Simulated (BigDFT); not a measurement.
# A series of runs on the molecule C5H8SSeSi

```xyz
16

C     -3.7711    -0.0718    -0.2164
S     -2.4236     1.0594     0.1884
C     -0.8596     0.1560     0.0023
C      0.3796     0.6467     0.2119
C      1.4550    -0.1268     0.0389
Si     3.2025     0.5399     0.3324
C      1.3044    -1.4242    -0.3529
Se    -0.6733    -1.6207    -0.5138
H     -4.3382     0.3628    -1.0858
H     -4.4801    -0.0994     0.6387
H     -3.4166    -1.0674    -0.4850
H      0.4875     1.7254     0.5361
H      3.7768     1.0159    -0.9167
H      3.1868     1.6137     1.3331
H      4.0547    -0.5516     0.8168
H      2.1152    -2.1579    -0.5279
```

Base run A: BigDFT with PBE, Daubechies wavelet basis, HGH (Krack) norm-conserving potentials made for PBE, isolated boundary conditions, self-consistent single point.

Its settings: basis = Daubechies wavelets; dft.hgrids = 0.33 bohr; dft.rmult = 5 8; dft.ixc = PBE; potentials = built-in HGH-K PBE; boundary_conditions = free; dft.gnrm_cv = 1e-05; dft.itermax = 80; dft.idsx = 6; dft.nrepmax = 3.

The grid can part forces that symmetry would make equal. Forces above 1 eV/Å remain at this geometry. The geometry comes from a cheaper method or was typed, in some cases with atoms then moved at random; it is not relaxed at this level, and the species need not be a known compound. A coarse multiplier of 5 or less cuts the tails of heavy atoms' orbitals, which raises levels.

ΔF is the free energy per atom less that of run A. 

Run A gave: largest force (eV/Å) 5.347; iterations 21; rough cost (cheapest run = 1) 1.

Runs:
- B: dft.itermax, dft.idsx = 150, 0
- C: dft.itermax, dft.idsx = 150, 1
- D: dft.itermax, dft.idsx = 150, 2
- E: dft.itermax, dft.idsx = 150, 4
- F: dft.itermax, dft.idsx = 150, 10

Runs B, C, D, E, F gave the same state as A (within 1 meV/atom). The fewest iterations to that state were 20 (F); the most were 114.

```tsv
run	ΔF (meV/atom)	largest force (eV/Å)	iterations	rough cost (cheapest run = 1)
A	0.00	5.347	21	1
B	0.00	5.346	39	2
C	0.00	5.346	114	5
D	0.00	5.347	23	1
E	0.00	5.347	23	1
F	0.00	5.347	20	1
```
